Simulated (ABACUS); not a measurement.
Set-up for a self-consistent single point of SiC (P6_3mc, 8 atoms in the cell; from Materials Project mp-11714, changed as shown).

```xyz
8
Lattice="3.0717 0.0000 0.0000 -1.5358 2.6601 0.0000 0.0000 0.0000 10.0574" Properties=species:S:1:pos:R:3 pbc="T T T"
Si     1.5358     0.8867     9.4323
Si     0.0000     1.7734     4.4035
Si     0.0000     0.0000     6.9184
Si     0.0000     0.0000     1.8897
C      1.5358     0.8867     7.5411
C      0.0000     1.7734     2.5123
C      0.0000     0.0000     5.0333
C      0.0000     0.0000     0.0046
```

All values come from this method and carry its errors: LDA (PW92), PseudoDojo 0.4 standard norm-conserving LDA (tails mended) pseudopotentials (plane waves; ABACUS).

ABACUS settings:

- KPT: Gamma 10 10 3 0 0 0
- basis_type: pw
- dft_functional: PWLDA
- ecutwfc: 82 Ry
- smearing_method: fixed
- potentials: PseudoDojo 0.4 standard norm-conserving LDA (tails mended)
- symmetry: 1
- symmetry_prec: 1e-05
- ks_solver: dav_subspace
- scf_nmax: 100
- scf_thr: 1.0e-09 Ry
- mixing_type: broyden

Results:

| Item | Value |
|---|---|
| Number of valence electrons | 32 |
| Number of bands | 26 |
| Number of k-points after the program's reduction | 28 |
| Number of plane waves (most at a k-point) | 7003 |
| Number of SCF iterations | 9 |
| FFT grid | 36 × 36 × 120 |
| Free energy E − TS | -1122.9362 eV |
| Pressure | -3.49 GPa |
| Largest force (vector length) | 0.004 eV/Å |

Forces (eV/Å):
| atom | Fx | Fy | Fz |
|---|---|---|---|
| Si1 | 0.000 | 0.000 | 0.004 |
| Si2 | 0.000 | 0.000 | 0.004 |
| Si3 | 0.000 | 0.000 | -0.002 |
| Si4 | 0.000 | 0.000 | -0.002 |
| C5 | 0.000 | 0.000 | 0.001 |
| C6 | 0.000 | 0.000 | 0.001 |
| C7 | 0.000 | 0.000 | -0.003 |
| C8 | 0.000 | 0.000 | -0.003 |

Stress (GPa, positive for compression):
```
-3.47   0.00   0.00
 0.00  -3.47   0.00
 0.00   0.00  -3.52
```

For comparison: a first run was changed to give this one (volume scaled by 0.94), and from it to this one the free energy goes down by 39.4 meV/atom, the pressure goes from -15.28 to -3.49 GPa and the largest force goes from 0.022 to 0.004 eV/Å.

The structure comes from a collection of computed structures, made at another level of theory; the collection holds predicted forms beside known ones. Its lattice was then scaled.

Cost on one core: roughly 80 core-seconds.

“Tails mended”: in these copies of the files the far tail of each local potential was reset to the Coulomb form.
